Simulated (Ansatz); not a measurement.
Relaxed-ion elastic tensor of B in space group Pm-3m (No. 221; B on 6f) in GPa (Voigt order), DFT-PBEsol in the program Ansatz with PAW potentials; density 1.51 g/cm³, 11.86 Å³ per atom.

```
 160   111   111   0.0   0.0   0.0
 111   160   111   0.0   0.0   0.0
 111   111   160   0.0   0.0   0.0
 0.0   0.0   0.0  26.2   0.0   0.0
 0.0   0.0   0.0   0.0  26.2   0.0
 0.0   0.0   0.0   0.0   0.0  26.2
```

Task: Is the crystal mechanically stable?

Result: Yes: the smallest eigenvalue of C is 26.2 GPa.

Task: Work out the Voigt, Reuss and Hill averages.

Result: K_V = 127, K_R = 127, K_H = 127; G_V = 25.5, G_R = 25.4, G_H = 25.5 GPa.

Task: Give Young's modulus, Poisson's ratio, Pugh's ratio and the universal anisotropy index.

Result: E = 9KG/(3K + G) = 71.6 GPa; ν = 0.41; K/G = 5.01 (ductile by the Pugh limit of 1.75); A_U = 5G_V/G_R + K_V/K_R − 6 = 0.01.

Task: Estimate the sound speeds and the Debye temperature.

Result: v_l = √((K + 4G/3)/ρ) = 10300 m/s, v_t = √(G/ρ) = 4100 m/s, mean 4650 m/s; Θ = (h/k)(3n/4πV)^(1/3) v_m = 607 K.

Task: Give the Zener ratio and Young's modulus along [100], [110] and [111].

Result: A = 2C44/(C11 − C12) = 1.08; 1/E = S11 − 2(S11 − S12 − S44/2)Γ with Γ = 0, 1/4, 1/3 gives 68.7, 72.3, 73.6 GPa.

Task: Solve the Christoffel equation for the three sound speeds along [100], [110], [111].

Result: Eigenvalues of C_ijkl n_j n_l equal ρv². In km/s, slowest first: [100] 4.16, 4.16, 10.28; [110] 4.01, 4.16, 10.34; [111] 4.06, 4.06, 10.36.

The start of the workflow was typed in or built on a structure type; neither database checked (COD, Materials Project) lists it. It is not the phase usual at ambient conditions (space group No. 166). Symmetry was held in the PBEsol relaxation; whether a distortion lowers the energy is not shown. As this level gives no gap, shear constants depend on the k-mesh and smearing (Fermi–Dirac, 0.1 eV here).

Potentials: the later of the program's two PAW sets.
